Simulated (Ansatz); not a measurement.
CaF$_{2}$:
```cif
data_Ca2F4
_chemical_formula_sum 'Ca2 F4'
_space_group_name_H-M_alt 'P63/mmc'
_space_group_IT_number 194
_space_group_name_Hall '-P 6c 2c'
_cell_length_a 3.62058
_cell_length_b 3.62058
_cell_length_c 7.21808
_cell_angle_alpha 90.000
_cell_angle_beta 90.000
_cell_angle_gamma 120.000
loop_
_atom_site_label
_atom_site_type_symbol
_atom_site_symmetry_multiplicity
_atom_site_Wyckoff_symbol
_atom_site_fract_x
_atom_site_fract_y
_atom_site_fract_z
_atom_site_occupancy
Ca1 Ca 2 c 0.33333 0.66667 0.25000 1
F1 F 4 f 0.66667 0.33333 0.09252 1
```

Relaxed with PBEsol. 

HSE06 on this cell (Ansatz, a program for electronic structure, PAW) gives a gap of 7.23 eV. What does PBEsol give?

5.14 eV.

Cost on shared cores: the PBEsol run (SCF on a 9×9×4 mesh, then bands and DOS) very roughly 28 core-seconds, the HSE06 run (SCF on 5×5×3, then a few points) about 90 core-seconds (a rough figure); the tasks are unlike.

Space group P6_3/mmc. The start of the workflow was typed in or built on a structure type; neither database checked (COD, Materials Project) lists it. It is not the phase usual at ambient conditions (space group No. 225). Symmetry was held in the PBEsol relaxation; whether a distortion lowers the energy is not shown.

Potentials: the earlier of the program's two PAW sets. The files were generated under PBE; for other functionals the program regenerates the frozen cores, and for LDA and PBEsol the local potential too.

Ansatz is a plane-wave DFT program.
